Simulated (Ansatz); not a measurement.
In2O3:
```
CELL_PARAMETERS angstrom
      5.04051     3.30454     0.00000
     -5.04051     3.30454     0.00000
     -2.54652     0.00000     5.29512
ATOMIC_POSITIONS crystal
  In 0.55952 0.23509 0.09532
  In 0.76491 0.44048 0.59532
  In 0.23509 0.55952 0.40468
  In 0.44048 0.76491 0.90468
  O  0.69291 0.11791 0.87815
  O  0.88209 0.30709 0.37815
  O  0.45950 0.45950 0.25000
  O  0.54050 0.54050 0.75000
  O  0.11791 0.69291 0.62185
  O  0.30709 0.88209 0.12185
```

Relaxed with r²SCAN.

### Question
Map the electron localisation function on the plane through (0.460, 0.460, 0.250) spanned by u = [1, 1, 0] and v = [-1, 1, 1] in lattice vectors, from r²SCAN in the plane-wave PAW code Ansatz.

### Answer
x is the fraction of u, y of v (the angle between them is 90°; rows are the nearest grid lines); atoms in the plane: In at (0.94, 0.84), In at (0.64, 0.34), In at (0.94, 0.16), In at (0.64, 0.66), O at (0.00, 0.00), O at (0.58, 0.50).
```
|:+%@@#+:.                .-+#@@%+:|
|@@%#+-:.                   .-*#%@@|
|:--:.              ....     ....::|
|.::..          :=*#%%%%#+:.::.   .|
| .::..        .=#%@@@%%@%+...     |
|....           :=*%@@@@%#=........|
|=-:.            .:-====-:. .:-====|
|@@%*=.         ..:::. ..:..=%@%%%@|
|@@%*=.        ..::.     .:.:#@@@@@|
|+=:.             ...:::::....-=+++|
|.              .::-::....     ....|
|            :=*%@@%#%@@@#+:       |
|            :=*%@@%#%@@@#+:       |
|.              .::-::....     ....|
|+=:.             ...:::::....-=+++|
|@@%*=.        ..::.     .:.:#@@@@@|
|@@%*=.         ..:::. ..:..=%@%%%@|
|=-:.            .:-====-:. .:-====|
|....           :=*%@@@@%#=........|
| .::..        .=#%@@@%%@%+...     |
|.::..          :=*#%%%%#+:.::.   .|
|:--:.              ....     ....::|
|@@%#+-:.                   .-+#%@@|
|:+%@@#+:.                .-+#@@%+:|
```
Scale: ten equal steps from 0.001 (start of ' ') to 0.858 (end of '@'), in the order ' .:-=+*#%@'; x runs from 0.000 to 1.00, y from 0.000 (bottom) to 1.00 (top).

The density is the valence pseudo-density with augmentation charge, so density and ELF within about 1 Å of a nucleus are not all-electron values.

Space group C2/c. The start of the workflow was typed in or built on a structure type; neither database checked (COD, Materials Project) lists it. It is not the phase usual at ambient conditions (space group No. 206). Symmetry was held in the r²SCAN relaxation; whether a distortion lowers the energy is not shown.

Potentials: the earlier of the program's two PAW sets. The files were generated under PBE; for other functionals the program regenerates the frozen cores, and for LDA and PBEsol the local potential too.
